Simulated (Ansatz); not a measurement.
Data:

Be$_{5}$Pt:
```
Be5Pt
1.0
    0.00000     2.98040     2.98040
    2.98040     0.00000     2.98040
    2.98040     2.98040     0.00000
Be Pt
5 1
Direct
  0.75000   0.75000   0.75000
  0.87343   0.37552   0.37552
  0.37552   0.37552   0.37552
  0.37552   0.37552   0.87343
  0.37552   0.87343   0.37552
  0.00000   0.00000   0.00000
```

This is the r²SCAN-relaxed structure.

Question: All from plane-wave PAW r²SCAN (Ansatz code), unless another level is named. Estimate the HSE06 gap on the r²SCAN cell.

Answer: 0.33 eV.

Question: And the formation energy from the elements (no fitted shifts)?

Answer: -487 meV/atom.

Question: Give the hole effective mass.

Answer: 0.12, 0.18, 0.29 mₑ (principal values).

Question: Predict the band gap.

Answer: 0.13 eV (indirect).

Question: Next, the smallest direct gap on the standard path?

Answer: 0.79 eV.

Question: What about the valence-band maximum?

Answer: on the K–Γ line, 64 % of the way from K.

Space group F-43m. The first step of the workflow began from a Materials Project structure, measured or hypothetical; the Crystallography Open Database copy checked does not list it. With Be and Pt taken as one species the cell has the higher symmetry Fd-3m, so it may be an ordered model of a mixed-site phase. Its standing as an ambient phase is unchecked. The cell was relaxed with r²SCAN under the symmetry of its start; whether a distortion lowers the energy is not shown. No spin polarisation was allowed. The references are the lowest solids computed at this level, not always the standard phases. Spin–orbit coupling is left out wherever it is not named.

Potentials: the later of the program's two PAW sets.
